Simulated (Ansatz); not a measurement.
Zr₃Ge in space group Fm-3m (No. 225; Ge on 4a, Zr on 4b, Zr on 8c) under volume change, plane-wave PAW PBE (Ansatz code), scaled uniformly.

| V (Å³/atom) | E − E(relaxed) (meV/atom) | P (GPa) |
|---|---|---|
| 18.546 | 63.3 | 12.00 |
| 19.157 | 26.6 | 7.36 |
| 19.769 | 6.3 | 3.39 |
| 20.380 | 0.0 | 0.00 |
| 20.992 | 5.7 | -2.93 |
| 21.603 | 21.8 | -5.41 |
| 22.215 | 46.5 | -7.46 |

Question: What does a third-order Birch–Murnaghan fit give for V₀, B₀ and B′?

Answer: V₀ = 20.38 Å³/atom, B₀ = 104 GPa, B′ = 4.3.

The cell is a constructed one: a structure type filled with these elements; neither database checked (COD, Materials Project) lists it. Its standing as an ambient phase is unchecked. Symmetry was held in the PBE relaxation; its stability against distortions is not shown here. No spin polarisation was allowed.

Potentials: the later of the program's two PAW sets.
